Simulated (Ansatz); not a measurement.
## Ga₂Cu: frozen-core PAW against all-electron methods

```xyz
3
Lattice="2.7918 0.0000 0.0000 0.0000 2.7918 0.0000 0.0000 0.0000 5.7601" Properties=species:S:1:pos:R:3 pbc="T T T"
Ga    1.3959    1.3959    1.6992
Ga    1.3959    1.3959    4.0609
Cu    0.0000    0.0000    0.0000
```

Atoms are numbered in the order listed.

The cell comes from COD entry 1524302, which wasn't checked; take it as a given geometry. The listed cell was then made from it by scaling, straining or moving an atom.

Methods: DFT, PBEsol, PAW with Ansatz's default frozen-core files, scalar-relativistic (Ansatz 0.2.0); DFT, PBEsol, all-electron PAW with datasets made for the crystal, scalar-relativistic (Ansatz 0.2.0); DFT, PBEsol, all-electron LAPW, scalar-relativistic (Ansatz 0.2.0).

For PAW: a Γ-centred 14×14×7 k mesh, Fermi–Dirac smearing of 0.08 eV, cutoff 420 eV, no spin polarisation; the PAW files were made with PBE, and the program remakes their frozen cores for this functional. The crystal-made all-electron datasets (AE datasets) take a cutoff of 340 eV at this cell. LAPW targets a basis error of 1 meV/atom. The Ansatz runs share mesh, smearing and spin set-up. Plane-wave (PAW) pressures include the program's estimate of the Pulay term.

Stress and pressure are positive in compression.

The change that made this cell: volume scaled by 0.96.

```tsv
quantity	PAW	AE datasets	LAPW
pressure (GPa)	-0.06	-0.02	-0.02
stress xx (GPa)	?	-1.49	-1.49
stress zz (GPa)	2.90	2.93	2.93
force on Ga1, z (eV/Å)	-1.083	-1.081	-1.081
```

(1) What belongs in the row "stress xx (GPa)", column "PAW"?

## Answers

(1) -1.54.
